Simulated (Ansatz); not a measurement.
Bi2Mo:
```
Bi2Mo
1.0
    5.36992     1.86189     0.00000
   -5.36992     1.86189     0.00000
   -4.20608     0.00000     7.29612
Mo Bi
2 4
Cartesian
 -4.65552   1.86189   1.34877
  0.44944   1.86189   5.94735
  1.77581   1.86189   3.26825
 -5.98189   1.86189   4.02787
 -2.72089   1.86189   6.47979
 -1.48519   1.86189   0.81633
```

Relaxed with r²SCAN. Special points in fractions of this cell's reciprocal vectors: Γ (0.000, 0.000, 0.000); C (0.290, 0.290, 0.000); C2 (-0.290, 0.710, 0.000); Y2 (-0.500, 0.500, 0.000); M2 (-0.500, 0.500, 0.500); D (-0.265, 0.735, 0.500); D2 (0.265, 0.265, 0.500); A (0.000, 0.000, 0.500); L2 (0.000, 0.500, 0.500); V2 (0.000, 0.500, 0.000).

### Question
List the band energies nearest the Fermi level at these points for DFT-r²SCAN in the program Ansatz with PAW potentials.

### Answer
In eV from the Fermi level; about four levels below and three above (degenerate sets whole), none deeper than 8.9 eV; points with the same levels are listed once.

```
k                     below           above
--  -----------------------  --------------
Γ   -1.42 -1.20 -0.73 -0.38  0.23 1.14 1.38
C   -1.46 -1.34 -0.18 -0.15  0.46 0.47 1.33
Y2  -0.78 -0.49 -0.44 -0.33  0.78 1.77 1.85
M2  -0.95 -0.87 -0.47 -0.09  1.09 1.25 2.12
D   -2.22 -1.77 -0.63 -0.34  0.37 0.72 0.77
A   -1.67 -1.12 -0.57 -0.50  0.33 0.67 1.04
L2  -1.94 -1.44 -0.69 -0.69  0.33 0.70 0.76
V2  -2.13 -2.12 -1.64 -1.23  0.22 0.37 0.75
```

Space group C2/m. The start of the workflow was typed in or built on a structure type; neither database checked (COD, Materials Project) lists it. Its standing as an ambient phase is unchecked. The cell was relaxed with r²SCAN under the symmetry of its start; whether a distortion lowers the energy is not shown. No spin polarisation was allowed. The volume moved by -16 % from the start of the relaxation. Its formation energy is positive at this level, so the cell may be metastable or incomplete. Spin–orbit coupling is left out wherever it is not named.

Potentials: the earlier of the program's two PAW sets. The files were generated under PBE; for other functionals the program regenerates the frozen cores, and for LDA and PBEsol the local potential too.
